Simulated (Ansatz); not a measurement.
TiFe (CsCl type, Pm-3m) at seven volumes, LDA in the plane-wave PAW code Ansatz, scaled uniformly. One row is withheld.

| V (Å³/atom) | P (GPa) |
|---|---|
| 10.931 | ? |
| 11.291 | 15.79 |
| 11.651 | 7.29 |
| 12.012 | 0.00 |
| 12.372 | -6.27 |
| 12.732 | -11.65 |
| 13.093 | -16.28 |

Fit the shown pressures and predict the withheld one.

P = (3/2)B₀(x^(7/2) − x^(5/2))[1 + (3/4)(B′ − 4)(x − 1)] with x = (V₀/V)^(2/3). Least squares on the six rows gives V₀ = 12.011 Å³/atom, B₀ = 225 GPa, B′ = 4.07. At V = 10.931, x = 1.0648 and P = 25.69 GPa. The run itself gave 25.73 GPa.

The first step of the workflow began from a Materials Project structure, measured or hypothetical; the Crystallography Open Database files this formula in space group No. 221, but the cells were not matched. Its standing as an ambient phase is unchecked. The cell was relaxed with LDA under the symmetry of its start; of distortions, only those at the zone centre were tested. No spin polarisation was allowed.

Potentials: the later of the program's two PAW sets.
